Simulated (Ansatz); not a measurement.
Values for one crystal, relaxed and computed with PBE in the plane-wave PAW code Ansatz; other levels are named.

| Quantity | Value |
|---|---|
| Volume per atom | 10.29 Å³ |
| Electronic character | metallic (no gap) |
| Pressure derivative B′ | 5.5 |
| Density of states at the Fermi level | 0.93 states/eV per atom (mean over ±0.08 eV) |
| Bulk modulus (Birch–Murnaghan fit) | 2470 kbar |
| Formation energy from the elements (no fitted shifts) | -0.28 eV/atom |

Pick the material that matches.
A. GdN, CsCl type
B. Mn3SiN, anti-perovskite
C. V3Si, Fm-3m (Si on 4a, V on 4b, V on 8c)
D. ScSi, CsCl type

B, Mn3SiN, anti-perovskite

Space group Pm-3m (anti-perovskite). The start of the workflow was typed in or built on a structure type; neither database checked (COD, Materials Project) lists it. Its standing as an ambient phase is unchecked. The cell was relaxed with PBE under the symmetry of its start; whether a distortion lowers the energy is not shown. Spin order of the final state: ferromagnetic, chosen from 4 collinear starts compared on coarse meshes (ties went to the first, and starts can fall back to one state), not a proven ground state. The volume moved by -16 % from the start of the relaxation. No Hubbard U is applied. The references are the lowest solids computed at this level, not always the standard phases (solids in place of the gases).

Potentials: the earlier of the program's two PAW sets.
